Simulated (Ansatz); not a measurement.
## ZrInS₃: start and end of a relaxation

The cell of ZrInS₃ is invented: random cell by space group and Wyckoff sites (P4/mmm, No. 123). Lengths were set from tabulated atomic sizes, so they are only a guess.

start.xyz

```xyz
5
Lattice="3.9372 0.0000 0.0000 0.0000 3.9372 0.0000 0.0000 0.0000 8.4200" Properties=species:S:1:pos:R:3 pbc="T T T"
Zr    1.9686    1.9686    0.0000
In    1.9686    1.9686    4.2100
S     0.0000    0.0000    2.4082
S     0.0000    0.0000    6.0118
S     0.0000    0.0000    4.2100
```

Computed with DFT PBE, scalar-relativistic, plane waves, PAW (Ansatz 0.2.0). Cutoff 420 eV, Gaussian smearing, Γ-centred meshes. Cell and atoms relax first on a coarse mesh and then on a finer one. In between, the cell is made exact in the group found at 0.06 Å. In metals the finer mesh still leaves noise of several meV/atom or more. The steps can't lower the symmetry of their start. No spin polarisation in the relaxation; trial moments died out in a coarse test.

end.xyz

```xyz
5
Lattice="3.4888 0.0000 0.0000 0.0000 3.4888 0.0000 0.0000 0.0000 10.7943" Properties=species:S:1:pos:R:3 pbc="T T T"
Zr    1.7444    1.7444    0.0000
In    1.7444    1.7444    5.3971
S     0.0000    0.0000    1.4318
S     0.0000    0.0000    9.3625
S     0.0000    0.0000    5.3971
```

The symmetry stays P4/mmm (No. 123). The volume per atom grows by 0.7 %, from 26.1 to 26.3 Å³. The shortest distance goes from 1.80 Å (S–S) to 2.47 Å (In–S). The ratio c/a of the conventional cell changes by a factor of 1.45. The energy falls by about 1.9 eV/atom (the start's value is from the coarse mesh). The end is written in a standard setting, so origin, axes and order of atoms can differ from the start's.

| Item | Value |
| --- | --- |
| Volume per atom | 26.3 Å³ |
| Density | 3.8 g/cm³ |
| Formation energy | −0.58 eV/atom |
| Gap on the 10×10×4 mesh of the 5-atom cell | 0 eV (a metal) |

Formation energies are uncorrected and refer to the elements' standard structures at the same level.

The last run used Gaussian smearing of 0.10 eV. Weakly bound directions are ill-defined at this level, which has no dispersion term. An odd number of electrons in the primitive cell allows no gap without spin; a larger cell or a magnetic state could open one. The reference form of S is held partly by dispersion forces, which this level lacks. A structure relaxed within its symmetry needn't be a true minimum. In all, the 4 runs took 58 s on 1 thread of AMD EPYC 9R45 96-Core Processor (Zen 5), on a shared host. Another cell of ZrInS3 relaxed alike, in Pm-3m, lies 206 meV/atom lower, so this cell isn't the stable form at this level.
